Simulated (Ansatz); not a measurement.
### Question
Each is relaxed and computed with PBE (plane waves, PAW; program Ansatz). Which is the only metal?
A) TaC, P6/mmm (Ta on 3f, C on 1a, C on 2d)
B) KTaO3, cubic perovskite
C) Be2C, fluorite or antifluorite type
D) SiC, zinc blende

### Answer
A, TaC, P6/mmm (Ta on 3f, C on 1a, C on 2d). TaC: metal; SiC: gap 1.37 eV (indirect); Be2C: gap 1.17 eV (indirect); KTaO3: gap 2.16 eV (indirect). Constructed cells (a structure type filled with these elements, in neither database checked): TaC, P6/mmm (Ta on 3f, C on 1a, C on 2d). Not the usual ambient phase: TaC, P6/mmm (Ta on 3f, C on 1a, C on 2d). Unstable at this level: KTaO3, cubic perovskite. All cells were relaxed under the symmetry of their starts (and spin orders); stability against distortions was not tested throughout. Rows with no word on spin ran without spin polarisation. Spin–orbit coupling is left out wherever it is not named.

Potentials: the later of the program's two PAW sets.
